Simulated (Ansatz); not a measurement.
Cu: stiffness from a series of strains

```yaml
crystal:
  lattice:
    - [0.00000, 1.80750, 1.80750]
    - [1.80750, 0.00000, 1.80750]
    - [1.80750, 1.80750, 0.00000]
  atoms:
    - { symbol: Cu, position: [0.00000, 0.00000, 0.00000] }
```

The cell comes from COD entry 5000216, which wasn't checked; take it as a given geometry.

The calculation used DFT, PBEsol, all-electron LAPW, scalar-relativistic in Ansatz 0.2.0.

Settings: a Γ-centred 19×19×19 k mesh, Fermi–Dirac smearing of 0.08 eV, basis error target 0.25 meV/atom, no spin polarisation.

The strain is applied along the Cartesian axes of the cell as listed (the other components stay zero). Fractional coordinates are held (clamped ions).

σ is the change of stress from the unstrained cell, which is at -6.54 GPa; tension is positive, so slopes are stress–strain coefficients at that pressure. In a metal the k mesh adds noise.

Only quantities that a quadratic follows smoothly over the whole series are listed; rougher ones are left out.

```tsv
εzz	σzz (GPa)	σxx (GPa)
-0.0300	-5.39	-4.02
-0.0200	-3.47	-2.59
-0.0100	-1.68	-1.25
0.0000	0.00	0.00
0.0100	1.61	1.14
0.0300	4.63	3.13
```

Problem. Fit the series and read off the stiffness at zero strain.

Solution. Least-squares fits y = p0 + p1 x + p2 x² to the rows give σzz (GPa): p1 = 167, p2 = -430; σxx (GPa): p1 = 119, p2 = -490. So C11 = 167 GPa and C12 = 119 GPa, which gives B = (C11 + 2 C12)/3 = 135 GPa.

Problem. One run, at εzz = 0.0200, is withheld. Predict its row.

Solution. The fits give 3.17, 2.18; the run gave 3.15, 2.18.
